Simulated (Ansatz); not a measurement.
Here is an unrelaxed guess for BaTa3O2.

```
Ba Ta O
1.0
     5.22572    0.00000    0.00000
    -2.61286    4.52561    0.00000
     0.00000    0.00000    5.37951
Ba Ta O
1 3 2
Cartesian
  0.0000 0.0000 2.6898
  2.6129 0.0000 0.0000
  -1.3064 2.2628 0.0000
  1.3064 2.2628 0.0000
  0.0000 3.0171 0.0000
  2.6129 1.5085 0.0000
```

Method: DFT PBE, scalar-relativistic, plane waves, PAW in Ansatz 0.2.0. Plane waves to 420 eV, a k mesh through Γ of 6×6×4 on the computed 6-atom cell and Gaussian smearing (0.10 eV); no spin polarisation.

Formation energies are uncorrected and refer to the elements' standard structures at the same level (O₂ as a molecule).

Question: Estimate its pressure, forces and energy as it stands.

Answer: The pressure is 152.9 GPa (the mean over three directions, positive in compression), the largest force is 0.00 eV/Å (symmetry fixes the atoms), and the energy is +6.08 eV/atom against the elements. The shortest distance is 1.51 Å.

Question: Is it a good guess?

Answer: A poor one: relaxing gains about 6.6 eV/atom (the start's value is from the coarse mesh, so the gain is rough) in 29 ionic steps and ends at −0.49 eV/atom on the finer mesh. The symmetry stays P6/mmm (No. 191). The volume per atom shrinks by 3.4 %, from 21.2 to 20.5 Å³. The shortest distance goes from 1.51 Å (Ta–O) to 1.99 Å (Ta–O). The ratio c/a of the conventional cell changes by a factor of 0.42. Conventional cell: a = 6.879 Å, c = 3.000 Å. Ba has 2 Ba at 3.00 Å and 12 Ta at 3.75 Å; Ta has 2 O at 1.99 Å, 2 Ta at 3.00 Å, 4 Ta at 3.44 Å, 4 O at 3.60 Å and 4 Ba at 3.75 Å; O has 3 Ta at 1.99 Å.

The last run used a 6×6×12 mesh (in the run's order of axes) for its 6-atom cell and Gaussian smearing of 0.10 eV. Spin–orbit coupling, which can matter for Ta, is left out. An odd number of electrons in the primitive cell allows no gap without spin; a larger cell or a magnetic state could open one. The relaxation can't lower the symmetry of the start, and the grade says only how near the guess is to its own end. Symmetry constrained the relaxation, so the result can be a saddle point. Another cell of BaTa3O2 relaxed alike, in Cmmm, lies 110 meV/atom lower, so this cell isn't the stable form at this level.
